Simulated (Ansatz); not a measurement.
# Band structure of NbRu₃

```
Nb Ru
1.0
     3.88000    0.00000    0.00000
     0.00000    3.88000    0.00000
     0.00000    0.00000    3.88000
Nb Ru
1 3
Direct
  0.00000 0.00000 0.00000
  0.00000 0.50000 0.50000
  0.50000 0.00000 0.50000
  0.50000 0.50000 0.00000
```

Atom numbers follow the list: Nb1, Ru2, Ru3, Ru4.

Conventional cell: a = 3.880 Å, b = 3.880 Å, c = 3.880 Å, α = 90.00°, β = 90.00°, γ = 90.00°. Nb (atom 1) is surrounded by 12 Ru at 2.74 Å. Around Ru (atom 2) lie 4 Nb at 2.74 Å and 8 Ru at 2.74 Å.

The geometry is COD entry 2310239, unchecked; take it as a test cell.

Spin polarisation is left out, and whether a magnetic state lies lower isn't shown here.

All numbers below come from Ansatz 0.2.0, DFT, LDA, all-electron LAPW, scalar-relativistic.

Settings: a Γ-centred 9×9×9 k mesh, Fermi–Dirac smearing of 0.05 eV, basis error target 1 meV/atom, no spin polarisation.

Points in fractions of the reciprocal vectors of this cell: Γ (0, 0, 0), X (0, 0.5, 0), M (0.5, 0.5, 0), R (0.5, 0.5, 0.5). The path runs Γ–X–M–Γ–R–X–R–M. Energies are in eV from the Fermi level; (×n) counts levels within 4 meV of each other, which need not be degenerate by symmetry.

Problem. Is there a gap?

Solution. none: with an odd electron count and no spin polarisation the bands can't all be full, a metal in this set-up (in compounds, spin order or a distortion in a larger cell can open a gap).

Problem. List the levels between -5 and 5 eV at the symmetry points.

Solution. 
Γ: -1.76 (×3), 0.49 (×2), 1.79, 2.32 (×3), 3.64 (×2), 3.98 (×3), 4.75 (×3)
X: -4.90, -4.72, -4.17, -4.09, -3.88, -3.39, -2.78 (×2), -2.56 (×2), -1.05, -0.75, -0.38 (×2), -0.31, 0.90, 1.12 (×2), 1.86, 2.32, 2.64, 4.67
M: -3.58 (×2), -3.26, -3.25, -3.09, -2.70, -2.63 (×2), -2.58 (×2), -2.52, -1.75, -0.96, -0.90 (×2), -0.07, 0.01, 1.58, 1.71 (×2), 4.26 (×2)
R: -2.27 (×3), -1.85 (×3), -1.44 (×2), 1.04, 1.64 (×3), 1.84 (×3), 3.48 (×3), 3.84 (×2)
